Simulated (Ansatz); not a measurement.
The end point of a relaxation of MgRh. All values below come from PBEsol (plane waves to 420 eV, PAW, scalar-relativistic; Ansatz, an electronic-structure program).

```xyz
2
Lattice="3.0828 0.0000 0.0000 0.0000 3.0828 0.0000 0.0000 0.0000 3.0828" Properties=species:S:1:pos:R:3 pbc="T T T"
Mg     1.5414     1.5414     1.5414
Rh     0.0000     0.0000     0.0000
```

Task: Find the space group and the Wyckoff positions (tolerance 0.01 Å).

Result: Space group Pm-3m (No. 221); a = 3.083 Å, b = 3.083 Å, c = 3.083 Å, α = 90.00°, β = 90.00°, γ = 90.00°

```json
[
 {"atom": "Mg", "site": "1b", "symmetry": "m-3m", "x": "0.5000", "y": "0.5000", "z": "0.5000"},
 {"atom": "Rh", "site": "1a", "symmetry": "m-3m", "x": "0.0000", "y": "0.0000", "z": "0.0000"}
]
```

This is the CsCl type.

Task: Give the shortest distances between elements (the closest pairs, up to four, under 3.6 Å).

Result: Mg–Rh 2.67 Å; Mg–Mg 3.08 Å; Rh–Rh 3.08 Å.

The volume per atom is 14.65 Å³ and the band gap comes out as no gap (metallic).

No spin polarisation in the result.

The run could not lose the symmetry of its start.

It was reached from a disturbed copy of a P6₃/mmc (No. 194) cell, against which it lies -1.07 eV/atom.
